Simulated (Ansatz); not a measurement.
CsSnI3 (cubic perovskite)

Space group Pm-3m (No. 221); a = b = c = 6.2713 Å, α = β = γ = 90.00°

| atom | site | symmetry | x | y | z |
|---|---|---|---|---|---|
| Cs | 1a | m-3m | 0.0000 | 0.0000 | 0.0000 |
| Sn | 1b | m-3m | 0.5000 | 0.5000 | 0.5000 |
| I | 3c | 4/mm.m | 0.0000 | 0.5000 | 0.5000 |

The volume is varied about the relaxed value V₀ at fixed cell shape. Symmetry pins the atoms to their sites.

All values below come from PBE (plane waves to 420 eV, PAW, scalar-relativistic; Ansatz, a first-principles code). k mesh 6×6×6 (Γ-centred), Fermi-Dirac smearing 0.05 eV. E stands for the smeared free energy. On this mesh the relaxed cell isn't quite at rest: it carries a pressure of 0.1 GPa (compression positive) at the zero of the scan. CsSnI3 was relaxed with its symmetry unable to fall. Spin-orbit coupling is left out, though I is heavy. This is a high-temperature form of CsSnI3. ΔE is measured from the relaxed starting cell.

Q: What ΔE (kJ/mol of atoms) does the calculation give at V/V₀ = 0.940, 0.964, 0.988, 1.012, 1.036?

A: 
```csv
V/V₀,ΔE (kJ/mol of atoms)
0.940,1.15
0.964,0.44
0.988,0.07
1.012,-0.01
1.036,0.17
```

(A scan under strain: stresses follow from slopes of the energy per volume, elastic moduli from its curvatures.)
